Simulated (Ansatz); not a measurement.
ScOF:
```cif
data_F4O4Sc4
_chemical_formula_sum 'Sc4 O4 F4'
_space_group_name_H-M_alt 'P 1'
_space_group_IT_number 1
_cell_length_a 5.09174
_cell_length_b 5.06673
_cell_length_c 5.15668
_cell_angle_alpha 90.000
_cell_angle_beta 100.120
_cell_angle_gamma 90.000
loop_
_space_group_symop_operation_xyz
  'x, y, z'
loop_
_atom_site_label
_atom_site_type_symbol
_atom_site_fract_x
_atom_site_fract_y
_atom_site_fract_z
_atom_site_occupancy
Sc1 Sc 0.69253 0.47079 0.28821 1
Sc2 Sc 0.30747 0.52921 0.71179 1
Sc3 Sc 0.30747 0.97079 0.21179 1
Sc4 Sc 0.69253 0.02921 0.78821 1
O1 O 0.54519 0.74627 0.01189 1
O2 O 0.45481 0.25373 0.98811 1
O3 O 0.45481 0.24627 0.48811 1
O4 O 0.54519 0.75373 0.51189 1
F1 F 0.94287 0.32570 0.65738 1
F2 F 0.05713 0.67430 0.34262 1
F3 F 0.05713 0.82570 0.84262 1
F4 F 0.94287 0.17430 0.15738 1
```

Relaxed with LDA.

Problem. Give the optical modes at the zone centre with their infrared activity from DFPT, LDA (plane waves, PAW; program Ansatz).

Solution. Transverse frequencies, without the LO–TO term; a row sums one degenerate level.

```
ω (cm⁻¹)  degeneracy  IR ((D/Å)²/amu)     activity  symmetry
--------  ----------  ---------------  -----------  --------
88                 1             0.00  IR-inactive        Ag
166                1             3.57           IR        Bu
174                1             3.35           IR        Au
223                1             0.00  IR-inactive        Ag
232                1             0.00  IR-inactive        Bg
247                1             1.34           IR        Au
247                1             0.00  IR-inactive        Ag
269                1             0.00  IR-inactive        Bg
270                1             6.92           IR        Bu
275                1             0.00  IR-inactive        Ag
278                1             0.00  IR-inactive        Bg
281                1             2.21           IR        Au
313                1             2.35           IR        Au
323                1             0.00  IR-inactive        Bg
335                1             4.88           IR        Bu
336                1             0.32           IR        Au
340                1             0.00  IR-inactive        Ag
347                1             0.00  IR-inactive        Ag
370                1             0.00  IR-inactive        Bg
397                1            38.29           IR        Bu
412                1            68.16           IR        Au
429                1             0.00  IR-inactive        Ag
432                1             0.00  IR-inactive        Bg
435                1            51.91           IR        Bu
442                1             5.35           IR        Au
461                1             0.00  IR-inactive        Ag
468                1             0.00  IR-inactive        Bg
469                1            18.24           IR        Bu
566                1             5.27           IR        Bu
577                1             0.00  IR-inactive        Bg
595                1             0.00  IR-inactive        Ag
682                1             2.87           IR        Au
683                1             0.00  IR-inactive        Bg
```

Problem. How high does the top mode go among those that the LO–TO term moves?

Solution. 663 cm⁻¹ for q along x, 739 cm⁻¹ for q along y, 708 cm⁻¹ for q along z.

Space group P2_1/c. The workflow started from a Materials Project entry (that database holds measured and hypothetical structures alike); the Crystallography Open Database copy checked does not list it. Its standing as an ambient phase is unchecked. The LDA relaxation kept the symmetry of its start; of distortions, only those at the zone centre were tested. The run is not spin-polarised.

Potentials: the later of the program's two PAW sets.
